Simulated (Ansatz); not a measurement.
Relaxed-ion elastic tensor of N in space group P4_2/mnm (No. 136; N on 4f) in GPa (Voigt order), r²SCAN in the plane-wave PAW code Ansatz; density 0.98 g/cm³, 23.82 Å³ per atom.

|  | 1 | 2 | 3 | 4 | 5 | 6 |
|---|---|---|---|---|---|---|
| 1 | 1.7 | 1.0 | 0.8 | 0.0 | 0.0 | 0.0 |
| 2 | 1.0 | 1.7 | 0.8 | 0.0 | 0.0 | 0.0 |
| 3 | 0.8 | 0.8 | 2.3 | 0.0 | 0.0 | 0.0 |
| 4 | 0.0 | 0.0 | 0.0 | 1.0 | 0.0 | 0.0 |
| 5 | 0.0 | 0.0 | 0.0 | 0.0 | 1.0 | 0.0 |
| 6 | 0.0 | 0.0 | 0.0 | 0.0 | 0.0 | 0.8 |

**Question.** Is the crystal mechanically stable?

**Answer.** Yes: the smallest eigenvalue of C is 0.7 GPa.

**Question.** Work out the Voigt, Reuss and Hill averages.

**Answer.** K_V = 1.2, K_R = 1.2, K_H = 1.2; G_V = 0.8, G_R = 0.7, G_H = 0.7 GPa.

**Question.** Give Young's modulus, Poisson's ratio, Pugh's ratio and the universal anisotropy index.

**Answer.** E = 9KG/(3K + G) = 1.8 GPa; ν = 0.25; K/G = 1.66 (near the Pugh limit of 1.75, no verdict); A_U = 5G_V/G_R + K_V/K_R − 6 = 0.82.

**Question.** Estimate the sound speeds and the Debye temperature.

**Answer.** v_l = √((K + 4G/3)/ρ) = 1510 m/s, v_t = √(G/ρ) = 870 m/s, mean 965 m/s; Θ = (h/k)(3n/4πV)^(1/3) v_m = 99.9 K.

**Question.** Solve the Christoffel equation for the three sound speeds along x, y, z.

**Answer.** Eigenvalues of C_ijkl n_j n_l equal ρv². In km/s, slowest first: x 0.93, 1.03, 1.33; y 0.93, 1.03, 1.33; z 1.03, 1.03, 1.55.

**Question.** How much does each axis shrink under pressure?

**Answer.** Linear compressibilities β_i = Σ_j S_ij (j = 1 to 3): x 300, y 300, z 220 per TPa.

The first step of the workflow began from a Materials Project structure, measured or hypothetical; the Crystallography Open Database copy checked does not list it. It is not the usual solid phase (space group No. 205). Symmetry was held in the r²SCAN relaxation; its stability against distortions is not shown here. The substance is a gas or liquid at ambient conditions. A crystal of weakly bound molecules computed without a dispersion correction: the cell and the soft elastic constants depend strongly on that.

Potentials: the later of the program's two PAW sets.
